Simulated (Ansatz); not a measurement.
TiCd: frozen-core PAW against all-electron methods

```xyz
4
Lattice="2.9136 0.0000 0.0000 0.0000 2.9136 0.0000 0.0000 0.0000 8.9837" Properties=species:S:1:pos:R:3 pbc="T T T"
Ti    0.0000    1.4568    5.4621
Ti    1.4568    0.0000    3.5216
Cd    0.0000    1.4568    1.1679
Cd    1.4568    0.0000    7.8159
```

Atoms are numbered in the order listed.

The conventional cell has a = 2.914 Å, b = 2.914 Å, c = 8.984 Å, α = 90.00°, β = 90.00°, γ = 90.00°. Around Ti (atom 1) lie 8 Ti at 2.83 to 2.91 Å and 4 Cd at 3.13 Å. Cd (atom 3) is surrounded by 8 Cd at 2.91 to 3.11 Å and 4 Ti at 3.13 Å.

The cell comes from COD entry 1525204, which wasn't checked; take it as a given geometry. The listed cell was then made from it by scaling, straining or moving an atom.

Levels of theory: DFT, PBEsol, PAW with Ansatz's default frozen-core files, scalar-relativistic (Ansatz 0.2.0); DFT, PBEsol, all-electron LAPW, scalar-relativistic (Ansatz 0.2.0).

For PAW: a Γ-centred 11×11×4 k mesh, Fermi–Dirac smearing of 0.08 eV, cutoff 420 eV, no spin polarisation; the PAW files were made with PBE, and the program remakes their frozen cores for this functional. LAPW targets a basis error of 1 meV/atom. The Ansatz runs share mesh, smearing and spin set-up. Plane-wave (PAW) pressures include the program's estimate of the Pulay term.

Stress and pressure are positive in compression.

The change that made this cell: volume scaled by 1.01.

PAW results:

```
              quantity    PAW
        pressure (GPa)  -4.08
       stress xx (GPa)  -4.22
       stress zz (GPa)  -3.79
force on Ti1, z (eV/Å)  0.088
force on Cd3, z (eV/Å)  0.240
```

**Question.** What does full-potential LAPW give for the same quantities?

**Answer.** 
```csv
quantity,LAPW
pressure (GPa),-4.09
stress xx (GPa),-4.23
stress zz (GPa),-3.81
"force on Ti1, z (eV/Å)",0.089
"force on Cd3, z (eV/Å)",0.241
```
